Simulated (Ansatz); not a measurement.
Given:

Zr3Ag:
```xyz
4
Lattice="4.3427 0.0000 0.0000 0.0000 4.3427 0.0000 0.0000 0.0000 4.3427" Properties=species:S:1:pos:R:3 pbc="T T T"
Ag     0.0000     0.0000     0.0000
Zr     2.1713     2.1713     0.0000
Zr     0.0000     2.1713     2.1713
Zr     2.1713     0.0000     2.1713
```

This is the PBEsol-relaxed structure.

Q: All from PBEsol (plane waves, PAW; program Ansatz), unless another level is named. Predict the bulk modulus (Birch–Murnaghan fit).

A: 108 GPa.

Q: What about the elastic constants (relaxed ions, GPa)?

A: C11 = 134, C12 = 94.6, C44 = 35.4.

Q: Predict the highest zone-centre frequency.

A: 197 cm⁻¹.

Space group Pm-3m (Cu3Au type). The workflow started from an entry of the Crystallography Open Database (COD); the relaxed space group is not among those it files for this formula. COD files the formula under space group No. 123, so this cell is another polymorph or a model. Its standing as an ambient phase is unchecked. The PBEsol relaxation kept the symmetry of its start; of distortions, only those at the zone centre were tested. No spin polarisation was allowed. As this level gives no gap, shear constants depend on the k-mesh and smearing (Fermi–Dirac, 0.1 eV here). As this level gives no gap, phonon frequencies hold no LO–TO term and depend on the k-mesh and smearing (Fermi–Dirac, 0.1 eV here).

Potentials: the later of the program's two PAW sets.
